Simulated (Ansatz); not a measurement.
Si2Ge: start and end of a relaxation

The cell of Si2Ge is invented: species swapped into a sheet modelled on a layer of FeB2, with Si on the B sites and Ge on the Fe sites. Lengths were set from tabulated atomic sizes, so they are only a guess.

The sheet is periodic along a and b; c holds vacuum. Symmetry isn't written into the files.

start.cif

```cif
data_structure
_symmetry_space_group_name_H-M 'P 1'
_symmetry_Int_Tables_number 1
_cell_length_a 3.9732
_cell_length_b 3.9732
_cell_length_c 15.0000
_cell_angle_alpha 90.000
_cell_angle_beta 90.000
_cell_angle_gamma 120.000
_cell_volume 205.07
loop_
_atom_site_label
_atom_site_type_symbol
_atom_site_fract_x
_atom_site_fract_y
_atom_site_fract_z
_atom_site_occupancy
Si1 Si 0.33333 0.66667 0.47493 1
Si2 Si 0.66667 0.33333 0.47493 1
Ge1 Ge 0.00000 0.00000 0.52507 1
```

These are results of Ansatz 0.2.0, DFT PBE, scalar-relativistic, plane waves, PAW, not measurements. Cutoff 420 eV, Gaussian smearing, Γ-centred meshes. In-plane cell and atoms relax first on a coarse mesh and then on a finer one. In metals the finer mesh still leaves noise of several meV/atom or more. The steps can't lower the symmetry of their start. No spin polarisation.

end.cif

```cif
data_structure
_symmetry_space_group_name_H-M 'P 1'
_symmetry_Int_Tables_number 1
_cell_length_a 3.9905
_cell_length_b 3.9905
_cell_length_c 27.1415
_cell_angle_alpha 90.000
_cell_angle_beta 90.000
_cell_angle_gamma 120.000
_cell_volume 374.30
loop_
_atom_site_label
_atom_site_type_symbol
_atom_site_fract_x
_atom_site_fract_y
_atom_site_fract_z
_atom_site_occupancy
Si1 Si 0.33333 0.66667 0.25074 1
Si2 Si 0.66667 0.33333 0.25074 1
Ge1 Ge 0.00000 0.00000 0.31366 1
```

The symmetry stays p6mm (No. 77). The area per atom grows by 0.9 %, from 4.6 to 4.6 Å². The shortest distance goes from 2.29 Å (Si–Si) to 2.30 Å (Si–Si). The energy falls by about 0.45 eV/atom (the start's value is from the coarse mesh). The program sets the height of the box itself, so the height of the cell differs between start and end.

| Property | Result |
| --- | --- |
| Layer group | p6mm (No. 77) |
| In-plane cell | a = 3.990 Å, b = 3.990 Å, γ = 120.0° |
| Area per atom | 4.60 Å² |
| Thickness between the outermost nuclei | 1.71 Å |
| Energy over the elements | +0.72 eV/atom |
| Gap on the 15×15×1 mesh of the 3-atom cell | 0 eV (the bands meet within 0.015 eV) |

Energies over the elements count from the elements' standard structures at the same level, with no fitted energy shifts. A positive value: parting into the elements would lower its energy.

The last run used Gaussian smearing of 0.10 eV. The zero gap may come from the functional, which often closes small gaps, or the cell may be a true semimetal. A structure relaxed within its symmetry needn't be a true minimum. In all, the 4 runs took 5.3 min on 1 thread of Arm Neoverse V1, with other jobs on the host.
